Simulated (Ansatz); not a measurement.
Rutile TiO2, relaxed with r2SCAN. Space group P4_2/mnm (No. 136), tetragonal; a = 4.597 Å, c = 2.953 Å in the conventional setting, 10.40 Å³ an atom. Around Ti lie 6 O at 1.95–1.98 Å and 2 Ti at 2.95 Å; around O lie 3 Ti at 1.95–1.98 Å.

```cif
data_structure
_symmetry_space_group_name_H-M 'P 1'
_symmetry_Int_Tables_number 1
_cell_length_a 4.5969
_cell_length_b 4.5969
_cell_length_c 2.9535
_cell_angle_alpha 90.000
_cell_angle_beta 90.000
_cell_angle_gamma 90.000
_cell_volume 62.41
loop_
_atom_site_label
_atom_site_type_symbol
_atom_site_fract_x
_atom_site_fract_y
_atom_site_fract_z
_atom_site_occupancy
Ti1 Ti 0.00000 0.00000 0.00000 1
Ti2 Ti 0.50000 0.50000 0.50000 1
O1 O 0.30464 0.30464 0.00000 1
O2 O 0.19536 0.80464 0.50000 1
O3 O 0.80464 0.19536 0.50000 1
O4 O 0.69536 0.69536 0.00000 1
```

The questions ask for values computed with Ansatz on this geometry. No spin polarisation and no zero-point or thermal motion.

Question: Is there a gap with PBE, and of what kind?

Answer: With PBE the gap is 1.89 eV and direct, at Γ. A second conduction valley, at M, lies only 38 meV higher, so their order isn't settled.

Question: What does r2SCAN give for the gap (6×6×8 mesh)?

Answer: With r2SCAN the gap is 2.22 eV and direct, at Γ. A second conduction valley, at M, lies only 40 meV higher, so their order isn't settled. The gap differs by +0.33 eV from PBE's.

Question: What does HSE06 give for the gap (4×4×6 mesh)?

Answer: HSE06 gives a direct gap of 3.38 eV at Γ. A second conduction valley, at M, lies only 23 meV higher, so their order isn't settled. The gap differs by +1.49 eV from PBE's.

Question: How does the gap change from PBE to PBE0 (4×4×6)?

Answer: With PBE0 the gap is 4.14 eV and direct, at Γ. A second conduction valley, at M, lies only 22 meV higher, so their order isn't settled. The gap differs by +2.25 eV from PBE's.

Question: What are ε∞ and the Born charges with r2SCAN?

Answer: The clamped-ion dielectric constant comes out as 6.58 along x and y, 7.82 along z. Born charges, averaged over directions: Ti +6.61, O -3.30 e.

Question: How do these values compare with experiment?

Answer:
Calculation and measurement side by side:
- Gap, measured 3.05 eV, the middle of 3 reports from 3.03 to 3.05 eV: PBE 1.89 (-1.16), r2SCAN 2.22 (-0.83), HSE06 3.38 (+0.33), PBE0 4.14 (+1.09) eV. Source: 3.05 eV (band gap; Literature gap; measurement temperature and type of gap (optical or fundamental) not stated; quoted in “Hydrogen related defects in titanium dioxide at the interface to palladium”, 2021, arxiv:2112.05953).
- An end of the range of reports. Source: 3.03 eV (experimental band gap, quoted; literature value quoted in passing in the theory discussion; measurement method and temperature not stated; quoted in “Polaron-induced phonon localization and stiffening in rutile TiO2”, 2016, arxiv:1612.05679).
Measured gaps include zero-point and thermal shifts, optical ones also the exciton binding, and spin-orbit coupling, which these levels lack. Reports marked as nanostructured, strained, doped, implanted or mixed samples, and transport gaps, were set aside.

The meshes of the hybrids are coarse, so their gaps aren't converged to the digits shown.
